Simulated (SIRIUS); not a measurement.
A self-consistent single point of MoS2 (R3m, 3 atoms in the cell; from Materials Project mp-1434, changed as shown).

```
MoS2
1.0
    1.58682     0.91615     6.46042
   -1.58682     0.91615     6.46042
    0.00000    -1.83231     6.46042
Mo S
1 2
Cartesian
  0.00000   0.00000  19.37699
  0.00000   0.00000   8.00324
  0.00000   0.00000   4.90933
```

All values come from this method and carry its errors: LDA (PW92), FP-LAPW (LAPW with two local orbitals a valence shell; core below -3 Ha), all-electron full potential with ZORA scalar-relativistic valence and Dirac core (SIRIUS 7.12.0).

SIRIUS settings:

- parameters.ngridk = 10 10 10
- basis = LAPW with two local orbitals a valence shell, core below -3 Ha
- unit_cell.atom_type_rmt = {Mo: 2.36, S: 2.04} bohr
- parameters.xc_functionals = [XC_LDA_X, XC_LDA_C_PW]
- parameters.aw_cutoff = 7
- parameters.pw_cutoff = 16 1/bohr
- parameters.smearing = fermi_dirac
- parameters.smearing_width = 0.00183747 Ha
- parameters.electronic_structure_method = full_potential_lapwlo
- parameters.lmax_apw = 8
- parameters.lmax_rho = 8
- parameters.lmax_pot = 8
- parameters.auto_rmt = 0
- parameters.num_fv_states = 17
- parameters.num_mag_dims = 0
- parameters.num_dft_iter = 100
- parameters.energy_tol = 1e-07 Ha
- parameters.density_tol = 1e-06
- mixer.type = broyden2
- mixer.beta = 0.4
- mixer.use_hartree = false

Question: Estimate, at this level of theory: gap on the k-point mesh and largest force (vector length).

Answer: The run gave:

```
Quantity                           Result
-----------------------------  ----------
Gap on the k-point mesh           1.12 eV
Largest force (vector length)  0.106 eV/Å
```

Gaps are taken between levels on the mesh.

For comparison: a first run was changed to give this one (volume scaled by 0.99), and from it to this one the free energy goes down by 5.2 meV/atom, the largest force goes from 0.271 to 0.106 eV/Å and the gap on the mesh moves little (1.119 to 1.116 eV).

The structure comes from a collection of computed structures, made at another level of theory; the collection holds predicted forms beside known ones. Values depend on the basis (sphere radii, cutoffs, local orbitals), which need not be converged.

Cost on one core: around 90 core-seconds (rough).
